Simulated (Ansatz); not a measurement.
Input file for Ansatz (an electronic-structure program):

Ansatz 0.2 input:
```yaml
crystal:
  lattice:
    - [1.4488828098, 0.8365128802, 5.476386762]
    - [-1.4488828098, 0.8365128802, 5.476386762]
    - [0.0, -1.6730257605, 5.476386762]
  atoms:
    - { symbol: Cd, position: [0.0, 0.0, 0.0] }
    - { symbol: Si, position: [0.5, 0.5, 0.5] }
    - { symbol: N, position: [0.7738592664, 0.7738592664, 0.7738592664] }
    - { symbol: N, position: [0.2261407336, 0.2261407336, 0.2261407336] }
kpoints:
  mp_grid: { grid: [8, 8, 8] }
hamiltonian:
  xc: hse06
  pseudopotentials: { azcp: { folder: ./paw }, kind: paw }
scf:
  n_extra_bands: 6
  occupations: { method: fixed }
output:
  eigenvalues: true
  eigenstates:
    e_range: [-9.0, 10.3]
    kpoints:
      - [0.0, 0.197917, -0.197917]  # VBM
      - [0.0, 0.0, 0.0]  # CBM
      - [0.0, 0.0, 0.0]  # GAMMA
      - [0.5, 0.5, 0.5]  # T
      - [0.5, 0.0, 0.0]  # L
      - [0.5, 0.0, 0.5]  # F
      - [0.3411107575, -0.3411107575, 0.0]  # S_0
      - [0.6588892425, 0.0, 0.3411107575]  # S_2
      - [0.5, -0.182221515, 0.182221515]  # H_0
      - [0.817778485, 0.182221515, 0.5]  # H_2
```

Output (shortened):

```
basis.fft_grid_basis auto: the FFT boxes are laid along the combinations [[1, 0, -1], [0, 1, -1], [0, 0, 1]] of the cell's own vectors, 2.898, 2.898 and 5.726 …
Pseudopotentials: kind: paw
Pseudopotential: Cd, paw, valence charge 20
Pseudopotential: Si, paw, valence charge 4
Pseudopotential: N, paw, valence charge 5
Functional definition: HSE06
davidson cushion auto → on  (no smearing: the cushion is to keep the highest requested band from converging to the state above it …
Crystal: 4 atoms, lattice volume = 39.825 Å³
Basis set: ecut = 420 eV, 793 PW (Γ), FFT grids on a1−a3, a2−a3, a3
Bands: 23, of which v1, the nominal top of the filled ones, is band 17 counted from 1 (16 counted from 0)
Symmetry: 12 space group operations
Space group: R-3m (ITA 166), of the structure as read, at distance tolerance 3.4e-5 Å
k-points: 65 of 512
PAW frozen core: Cd, regenerated for the run's functional, and the local potential with it
PAW frozen core: Si, regenerated for the run's functional, and the local potential with it
PAW frozen core: N, regenerated for the run's functional, and the local potential with it
Initial density: superposition of atomic densities (chi_scale 0.1, normalization cell, long waves kept (reshape's long-wave potential 0.42 eV rms))
Initial wavefunctions: pseudopotential atomic-orbital guess
Eigensolver: davidson
Functional: x = pbe(κ = 0.804, μ = 0.2195149727645171), c = pbe(β = 0.06672455060314922), warm-up for x = pbe(κ = 0.804, μ = 0.2195149727645171) + 0.25 (exact …
SCF iter   1: F=—  HF=-9659.588704 eV  |F-HF|=—  |Δ(HF+E_count)|=         —  Δρ=9.23e-2  dr2=3.42e0  ethr=1.00e-1  ⟨swp⟩=5.7  Hψ=4786  notcnv=0
preconditioner: auto → none
SCF iter   2: F=—  HF=-9658.687486 eV  |F-HF|=—  |Δ(HF+E_count)|=   9.01e-1  Δρ=4.36e-2  dr2=4.11e-1  ethr=1.01e-2  ⟨swp⟩=3.3  Hψ=4237  notcnv=0
SCF iter   3: F=—  HF=-9658.605340 eV  |F-HF|=—  |Δ(HF+E_count)|=   8.21e-2  Δρ=1.77e-2  dr2=5.18e-2  ethr=1.21e-3  ⟨swp⟩=3.0  Hψ=3780  notcnv=0  defer=1
SCF iter   4: F=—  HF=-9658.613805 eV  |F-HF|=—  |Δ(HF+E_count)|=   8.46e-3  Δρ=3.88e-3  dr2=1.10e-2  ethr=1.52e-4  ⟨swp⟩=3.0  Hψ=3596  notcnv=0
iter 5 solved again at ethr=1.59e-6 eV; its pass at ethr=3.23e-5 eV (dr2=5.41e-4 eV) is discarded
SCF iter   5: F=—  HF=-9658.611353 eV  |F-HF|=—  |Δ(HF+E_count)|=   2.45e-3  Δρ=1.02e-3  dr2=5.50e-4  ethr=1.59e-6  ⟨swp⟩=2.2  Hψ=7209  notcnv=0  defer=1
SCF iter   6: F=-9658.611241 eV  HF=-9658.611236 eV  |F-HF|=4.93e-6  |Δ(HF+E_count)|=   1.17e-4  Δρ=3.75e-4  dr2=1.88e-5  ethr=1.59e-6  ⟨swp⟩=3.0  Hψ=3810  notcnv=0
SCF 1 stopped early in 6 iterations: F = -9658.611241 eV  dr2 = 1.88e-5
Crystal: 4 atoms, lattice volume = 39.825 Å³
Initial density: handed on by an earlier stage of this run
Initial wavefunctions: those handed on with the density
Functional: x = pbe(κ = 0.804, μ = 0.2195149727645171) + 0.25 (exact − pbe) at short range (hse, ω = 0.20786987370883472 Å⁻¹), c = pbe(β = 0.06672455060314922); HSE06 as pw.x's `hse` composes it (authors' and Libxc's form: `xc: wpbeh`)
Exchange kernel: α = 0.2500, screened, ω = 0.2079 Å⁻¹, Wigner–Seitz truncation, v(0) = 1046.6818 eV·Å³, q-mesh 8×8×8, nearest image of the exchange supercell L …
Frozen-core exchange: fock
SCF iter   1: F=—  HF=-9662.656924 eV  |F-HF|=—  |Δ(HF+E_count)|=         —  Δρ=9.94e-3  dr2=2.85e-2  ethr=5.54e-7  ⟨swp⟩=7.2  Hψ=8075  notcnv=0
preconditioner: auto → none
SCF iter   2: F=—  HF=-9662.646764 eV  |F-HF|=—  |Δ(HF+E_count)|=   1.02e-2  Δρ=2.11e-3  dr2=2.66e-3  ethr=5.54e-7  ⟨swp⟩=4.1  Hψ=5990  notcnv=0
SCF iter   3: F=—  HF=-9662.658232 eV  |F-HF|=—  |Δ(HF+E_count)|=   1.15e-2  Δρ=1.41e-3  dr2=5.43e-4  ethr=5.54e-7  ⟨swp⟩=4.1  Hψ=5916  notcnv=0
SCF iter   4: F=—  HF=-9662.658066 eV  |F-HF|=—  |Δ(HF+E_count)|=   1.66e-4  Δρ=1.27e-4  dr2=2.36e-5  ethr=5.54e-7  ⟨swp⟩=3.0  Hψ=4436  notcnv=0
SCF iter   5: F=-9662.658206 eV  HF=-9662.658213 eV  |F-HF|=7.28e-6  |Δ(HF+E_count)|=   1.48e-4  Δρ=1.77e-4  dr2=9.97e-6  ethr=1.78e-8  ⟨swp⟩=4.3  Hψ=5467  notcnv=0
SCF 2 stopped early in 5 iterations: F = -9662.658206 eV  dr2 = 9.97e-6
hybrid outer 1: dexx = +1.361e-2 eV, tail = 5.78e-5 eV
Crystal: 4 atoms, lattice volume = 39.825 Å³
Exchange kernel: α = 0.2500, screened, ω = 0.2079 Å⁻¹, Wigner–Seitz truncation, v(0) = 1046.6818 eV·Å³, q-mesh 8×8×8, nearest image of the exchange supercell L …
Frozen-core exchange: fock
SCF iter   1: F=—  HF=-9662.658232 eV  |F-HF|=—  |Δ(HF+E_count)|=         —  Δρ=4.95e-5  dr2=4.54e-7  ethr=8.50e-7  ⟨swp⟩=3.0  Hψ=3450  notcnv=0
preconditioner: auto → none
SCF iter   2: F=—  HF=-9662.658233 eV  |F-HF|=—  |Δ(HF+E_count)|=   6.68e-7  Δρ=2.60e-5  dr2=1.34e-7  ethr=1.16e-9  ⟨swp⟩=4.7  Hψ=5670  notcnv=0  defer=1
SCF iter   3: F=-9662.658233 eV  HF=-9662.658233 eV  |F-HF|=3.70e-9  |Δ(HF+E_count)|=   3.05e-8  Δρ=1.11e-5  dr2=1.42e-8  ethr=3.54e-10  ⟨swp⟩=2.5  Hψ=3368  notcnv=0
SCF 3 converged in 3 iterations: F = -9662.658233 eV  dr2 = 1.42e-8
hybrid outer 2: dexx = +4.907e-7 eV, tail = 6.17e-8 eV, Δε = 7.68e-3 eV (about 3.39e-4 eV left of the loop's levels)
the search or the solves at the SCF's close seem to have found levels that the self-consistency loop had missed (the run counts 1) …
NSCF: frozen V_eff on 10 k-points
hybrid SCF converged: 2 outer / 8 inner (+6 warm-up), last move |dexx| = 4.91e-7 eV, tail = 6.17e-8 eV
Stability not checked (fock_operator)
Free energy (F): -9662.658233 eV
Frozen-core exchange: fock
Harris-Foulkes:  -9662.658233 eV  (|F-HF|=3.70e-9)
Internal energy: -9662.658233 eV  (E = F + TS)
E sigma→0 (E₀):  -9662.658233 eV
Fermi energy:    14.099553 eV
--- Per-component energies (eV) ---
  E_band       = -346.352636
  E_kinetic    = 749.050432
  E_local      = -3553.506030  (includes V_loc(G=0)·N_el)
  E_nonlocal   = 208.513905
  E_hartree    = 1665.950023
  E_xc         = -269.478985
  E_vxc        = -318.422255  (∫ρ·V_xc dr)
  E_exx        = -121.897846  (= α·E_x^exact, valence–valence)
  E_paw        = -4815.828671  (= ΣΔE_a)
  E_vpaw       = -520.092134  (= ΣTr[D̂ρ^β])
  E_aug_tail   = 0.002241  (compensation charges beyond the density's cutoff)
  E_ewald      = -3524.757882
  E_core_change = -0.705421  (= ΣΔE_core)
  E_smearing   =  0.000000  (= −TS)
  E_closure    = 0.000000  (closes the sum)
  Σ components = -9662.658233   (vs F -9662.658233, Δ=0.00e0)
  [band-id]    e_kinetic+e_local+e_nonlocal+2·e_hartree+e_vxc+2·e_exx+e_vpaw+e_augmentation_tail = -346.349487   (vs E_band -346.352636, Δ=3.15e-3)
--- Band table (eV; the first three rows and the last of 65) ---
  k-point 0: bands = ["-93.1561", "-52.9129", "-52.9129", "-52.8025", "-5.7442", "-1.7403", "3.4380", "4.1705", "4.1705", "5.0780", "5.0780", "5.6779", "12.7227", "12.7227", "12.7638", "13.3170", "13.3170", "16.4811", "20.9965", "22.6716", "25.0738", "25.0738", "27.4469"]
  k-point 1: bands = ["-93.1550", "-52.9256", "-52.9162", "-52.8010", "-5.4378", "-1.6093", "3.6633", "4.1212", "4.3480", "4.9722", "5.0291", "5.9497", "10.7718", "12.0939", "12.1456", "13.4561", "13.4835", "17.1574", "21.8521", "22.5607", "25.6883", "25.6939", "26.6149"]
  k-point 2: bands = ["-93.1523", "-52.9562", "-52.9241", "-52.7973", "-4.5598", "-1.2763", "3.6089", "4.4534", "4.6790", "4.7787", "4.9322", "6.9405", "8.0879", "10.2300", "11.3278", "13.2725", "13.5358", "17.8441", "21.5308", "23.3132", "25.3754", "26.4326", "27.1826"]
  k-point 64: bands = ["-93.1560", "-52.9129", "-52.9129", "-52.8024", "-5.5610", "-2.3219", "3.6564", "4.1719", "4.1719", "5.0857", "5.0857", "7.9378", "9.0634", "12.4969", "12.4969", "13.5231", "13.5231", "19.3310", "20.5384", "21.7671", "25.5740", "25.5740", "27.8987"]
  band table: 23 of 23 bands, residual norms ≤ 1.0e-3 eV
```

Cost: roughly 5 core-minutes on shared cores.

The points marked VBM and CBM come from a semilocal run.

The start of the workflow was typed in or built on a structure type; neither database checked (COD, Materials Project) lists it. Its standing as an ambient phase is unchecked. Symmetry was held in the r²SCAN relaxation; its stability against distortions is not shown here. Spin–orbit coupling is left out wherever it is not named.

Potentials: the earlier of the program's two PAW sets.

Ansatz is a plane-wave DFT program.
